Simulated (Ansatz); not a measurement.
**NaF: from a migration barrier to a jump rate**

These are results of DFT PBE, scalar-relativistic, plane waves, PAW (Ansatz), not measurements. Settings: plane waves to 420 eV, k-mesh 4×4×4 (Γ-centred), Gaussian smearing 0.05 eV. No spin polarisation.

In a supercell of 16 sites an atom of F jumps into a neighbouring F vacancy, a = 3.32 Å from site to site in the perfect crystal, with a cell charge of +1 (uniform background, no finite-size correction). A nudged elastic band with 7 inner images puts the highest image 0.746 eV above the start and 0.746 eV above the end. Take it as the barrier; the order of the saddle wasn't checked, and the cell is small.

Question: With an assumed attempt frequency of 10¹³ s⁻¹, how often does the jump happen, and how fast does the vacancy diffuse?

Answer: Transition-state theory gives Γ = ν exp(−E/k_BT), and one such jump direction contributes Γa²/6 to the vacancy's diffusion coefficient averaged over directions:

| T (K) | E/k_BT | Γ (1/s) | Γa²/6 (cm²/s) |
| --- | --- | --- | --- |
| 300 | 28.8 | 3.0 × 10^0 | 5.5 × 10^-16 |
| 600 | 14.4 | 5.5 × 10^6 | 1.0 × 10^-9 |
| 1000 | 8.7 | 1.7 × 10^9 | 3.2 × 10^-7 |
| 1500 | 5.8 | 3.1 × 10^10 | 5.7 × 10^-6 |

The rate reaches one jump a second at T = E/(k_B ln 10¹³) = 289 K. The number of equivalent jumps multiplies D if they link up through the crystal; a hop between two sites alone gives no long-range diffusion, which then waits on a higher barrier. In either case the atoms' own diffusion carries the vacancy concentration and a correlation factor besides. Rows above the melting point are formal, and so are rows where E/k_BT falls under about 3, since the theory needs rare jumps.

Question: How much does an error of 0.1 eV in the barrier matter?

Answer: It multiplies the rate by exp(0.1 eV/k_BT): 48 at 300 K and 3.2 at 1000 K, more than the usual doubt about ν at low temperature.